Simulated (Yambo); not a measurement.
Li2PdO3 (space group C2/m, No. 12), G0W0@LDA in Yambo (2×2×2 mesh, plasmon pole; 7 Ry block, no terminator). The number N of bands in W and G is varied.

```json
[
 {"N": "82", "x = 1/N": "0.01220", "gap (-0.5, -0.5, 0) → (-0.5, -0.5, -0.5) (eV)": "2.818", "shift of the valence edge (eV)": "0.203"},
 {"N": "109", "x = 1/N": "0.00917", "gap (-0.5, -0.5, 0) → (-0.5, -0.5, -0.5) (eV)": "2.801", "shift of the valence edge (eV)": "0.128"},
 {"N": "143", "x = 1/N": "0.00699", "gap (-0.5, -0.5, 0) → (-0.5, -0.5, -0.5) (eV)": "2.765", "shift of the valence edge (eV)": "0.043"},
 {"N": "177", "x = 1/N": "0.00565", "gap (-0.5, -0.5, 0) → (-0.5, -0.5, -0.5) (eV)": "?", "shift of the valence edge (eV)": "?"}
]
```

**Question.** Basis-set arguments suggest E = E∞ + A x. Fix A and E∞ from the two rows above the withheld one, predict the row at 177 bands, and test the form.

**Answer.** Gap: A = (2.765 − (2.801))/(0.00699 − 0.00917) = 16.5, E∞ = 2.650 eV, so 2.743 eV is predicted; the run gave 2.771 eV (miss 28 meV). The first two rows have slope 5.61, so the form doesn't hold yet over the whole range. Shift: A = (0.043 − (0.128))/(0.00699 − 0.00917) = 39.0, E∞ = -0.230 eV, so -0.009 eV is predicted; the run gave -0.034 eV (miss 25 meV). The first two rows have slope 24.8, so the form doesn't hold yet over the whole range. The other settings are held fixed.

Spin-orbit coupling is not included.

Geometry of the Materials Project entry, not relaxed at this level; primitive cell a = b = 5.1008 Å, c = 5.0589 Å, α = β = 99.68°, γ = 119.95°.

The structure is a Materials Project entry; no match was found in the copy of COD used, and its stability was not checked.

A shift is the quasiparticle energy of the state minus its LDA energy.
